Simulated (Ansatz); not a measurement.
Here is the system:

Au:
```cif
data_Au4
_chemical_formula_sum 'Au4'
_space_group_name_H-M_alt 'Fm-3m'
_space_group_IT_number 225
_space_group_name_Hall '-F 4 2 3'
_cell_length_a 4.08165
_cell_length_b 4.08165
_cell_length_c 4.08165
_cell_angle_alpha 90.000
_cell_angle_beta 90.000
_cell_angle_gamma 90.000
loop_
_atom_site_label
_atom_site_type_symbol
_atom_site_symmetry_multiplicity
_atom_site_Wyckoff_symbol
_atom_site_fract_x
_atom_site_fract_y
_atom_site_fract_z
_atom_site_occupancy
Au1 Au 4 a 0.00000 0.00000 0.00000 1
```
(The calculation used a cell of 1 atom; values per cell refer to that cell.)

This is the PBEsol-relaxed structure.

Problem. All from PBEsol (plane waves, PAW; program Ansatz), unless another level is named. Give the density of states at the Fermi level.

Solution. 0.28 states/eV per atom (mean over ±0.08 eV).

Problem. And the gap with spin–orbit coupling?

Solution. none (metallic).

The cell was relaxed with PBEsol under the symmetry of its start; phonons on a q-mesh show no instability. Scalar-relativistic: spin–orbit coupling is off unless named, which matters more the heavier the elements.

Potentials: the earlier of the program's two PAW sets.
